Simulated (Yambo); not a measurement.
CdSe (wurtzite, space group P6_3mc, No. 186), G0W0@PBE in Yambo with this input:

```
rim_cut
gw0
dyson
el_el_corr
HF_and_locXC
ppa
em1d
RandQpts= 1000000
RandGvec= 1 Ry
EXXRLvcs= 102 Ry
VXCRLvcs= 408 Ry
Chimod= "HARTREE"
% BndsRnXp
 19 | 228 |
%
NGsBlkXp= 8 Ry
% LongDrXp
 1.0 | 1.0 | 1.0 |
%
PPAPntXp= 27.2114 eV
% GbndRnge
 1 | 228 |
%
GTermKind= "BG"
DysSolver= "n"
ExtendOut
```

On a 3×3×2 mesh, with wavefunctions cut at 102 Ry, the gap (Γ → Γ) is 1.813 eV and the valence edge shifts by -1.189 eV.

Problem. What happens with this change: 3×3×1 mesh?

Solution. The gap falls by 0.104 eV, to 1.709 eV; the shift of the valence edge becomes -1.094 eV. Neither run is shown to be the converged limit.

The standard potential for Se keeps a d shell in the valence without the s and p states of that shell. In tests on such compounds this moved G0W0 gaps by up to about 0.9 eV, so absolute quasiparticle energies here are unreliable; differences between settings are what counts.

Spin-orbit coupling is not included.

Geometry of the Materials Project entry, not relaxed at this level; primitive cell a = b = 4.346 Å, c = 7.090 Å, α = β = 90.00°, γ = 120.00°.

A shift is the quasiparticle energy of the state minus its PBE energy.
